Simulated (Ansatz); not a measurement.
# A film clamped to a substrate in Tl

Level of theory: DFT PBEsol, scalar-relativistic, plane waves, PAW in Ansatz. Settings: plane waves to 420 eV, k-mesh 18×18×10 (Γ-centred), Gaussian smearing 0.15 eV. Spin–orbit coupling is left out, which can shift energies with elements as heavy as these. No spin polarisation. Energies are free energies at this smearing, counted from the undisturbed cell; pressure is positive in compression.

The starting cell (as given, not relaxed at this level; it stands at 0.0 GPa):

```
Tl
1.0
     3.45600    0.00000    0.00000
    -1.72800    2.99298    0.00000
     0.00000    0.00000    5.52500
Tl
2
Direct
  0.33333 0.66667 0.25000
  0.66667 0.33333 0.75000
```

The cell (2 atoms, V0 = 57.15 Å³) is strained by p along both x and y and by q along z, fractional coordinates fixed. τp = (1/V0) ∂E/∂p = (σxx + σyy)(1 + p)(1 + q) and τq = (1/V0) ∂E/∂q = σzz(1 + p)², with tension positive.

| p | q | ΔE (meV/atom) | τp (GPa) | τq (GPa) |
| --- | --- | --- | --- | --- |
| 0.000 | 0.000 | 0.00 | -0.20 | 0.12 |
| -0.040 | 0.000 | 27.67 | -8.02 | -2.50 |
| 0.040 | 0.000 | 18.17 | 4.86 | 1.98 |
| 0.000 | -0.040 | 9.68 | -2.65 | -2.90 |
| 0.000 | 0.040 | 8.99 | 1.88 | 2.14 |

Q: Get the second derivatives of the energy density.

A: Central differences give A = ∂τp/∂p = 161 GPa (C11 + C22 + 2 C12), C = ∂τq/∂q = 63 GPa (C33) and the cross term B = ∂τq/∂p = 56 GPa (C13 + C23); ∂τp/∂q = 57 GPa must equal B, and any difference shows higher-order terms. Steps this large leave an error of some per cent of A or C in all of these, which can swamp a small B. The ions are clamped.

Q: A film of this crystal grows with z along the normal on a substrate that imposes p. How does its thickness respond, and what does the misfit cost?

A: Count p and q from the stress-free cell. A free surface needs τq = 0, so q = −(B/C) p = -0.89 p. The energy density left is (A − B²/C) p²/2 = M p², with the biaxial modulus M = 56 GPa; a misfit of 1 % costs 0.99 meV/atom, against 1.44 meV/atom if the thickness were held.

In a metal these slopes depend on the k mesh and the smearing.